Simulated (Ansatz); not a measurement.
Input:

InP:
```cif
data_In4P4
_chemical_formula_sum 'In4 P4'
_space_group_name_H-M_alt 'F-43m'
_space_group_IT_number 216
_space_group_name_Hall 'F -4 2 3'
_cell_length_a 5.95958
_cell_length_b 5.95958
_cell_length_c 5.95958
_cell_angle_alpha 90.000
_cell_angle_beta 90.000
_cell_angle_gamma 90.000
loop_
_atom_site_label
_atom_site_type_symbol
_atom_site_symmetry_multiplicity
_atom_site_Wyckoff_symbol
_atom_site_fract_x
_atom_site_fract_y
_atom_site_fract_z
_atom_site_occupancy
In1 In 4 a 0.00000 0.00000 0.00000 1
P1 P 4 c 0.25000 0.25000 0.25000 1
```
(The calculation used a cell of 2 atoms; values per cell refer to that cell.)

This is the PBE-relaxed structure.

All from PBE in the plane-wave PAW code Ansatz, unless another level is named. Give the electron effective mass with spin–orbit coupling.

0.036 mₑ (isotropic).

Give the weight of the valence-edge state by species (Voronoi cells).

P 82 %, In 18 %.

The PBE relaxation kept the symmetry of its start. Spin–orbit coupling is left out wherever it is not named.

Potentials: the earlier of the program's two PAW sets.

Edges and masses are those of Kohn–Sham bands, whose gap is no quasiparticle gap.
